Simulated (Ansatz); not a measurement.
Relaxed Ag (fcc, Cu type):

```yaml
crystal:
  lattice:
    - [4.14918, 0.00000, 0.00000]
    - [0.00000, 4.14918, 0.00000]
    - [0.00000, 0.00000, 4.14918]
  atoms:
    - { symbol: Ag, position: [0.00000, 0.00000, 0.00000] }
    - { symbol: Ag, position: [0.50000, 0.50000, 0.00000] }
    - { symbol: Ag, position: [0.50000, 0.00000, 0.50000] }
    - { symbol: Ag, position: [0.00000, 0.50000, 0.50000] }
```

In this cell atom 1 (Ag, nearest neighbour Ag at 2.934 Å; its periodic images, 4.1 Å or more away, move with it) is moved by s towards the nearest neighbour, unit vector (-0.707, -0.707, 0.000); all other atoms and the cell stay fixed.

Level of theory: PBE (plane waves to 420 eV, PAW, scalar-relativistic; Ansatz, a quantum-chemistry and plane-wave program). k mesh 9×9×9 (Γ-centred), Fermi-Dirac smearing 0.05 eV. The energy includes the smearing's −TS. Left out: 2 of 11 points, with atoms too close for the PAW data. With partly filled bands, energies and forces of such displacements shift with the k mesh and the smearing. On this mesh the relaxed cell isn't quite at rest: it carries a pressure of -0.1 GPa (compression positive) at the zero of the scan. Ag was relaxed with its symmetry unable to fall. The PAW data are Ansatz's earlier set. ΔE is measured from the undisplaced structure. The last digit holds for this mesh only.

```tsv
s (Å)	ΔE (meV/cell)
-0.704	1796.1
-0.528	withheld
-0.352	317.1
-0.176	72.9
0.000	0.0
0.176	72.9
0.352	317.1
0.528	withheld
0.704	1796.1
```

Fit an even polynomial form (powers 2, 4, 6) to the given rows and predict ΔE at s = 0.528.

Least squares on the 7 given rows: ΔE = (2290)·s² + (1998)·s⁴ + (1398)·s⁶, in meV/cell with s in Å; root-mean-square residual 0.09 meV/cell. At 0.528 the fit gives 824.0 meV/cell; the calculation gives 822.9 meV/cell, so the interpolation is off by 1.1 (+0.1 %). The quadratic term alone would give 638.4 meV/cell.

(A displaced cell: forces are minus the slopes of the energy, force constants its curvatures, and phonons follow from these.)
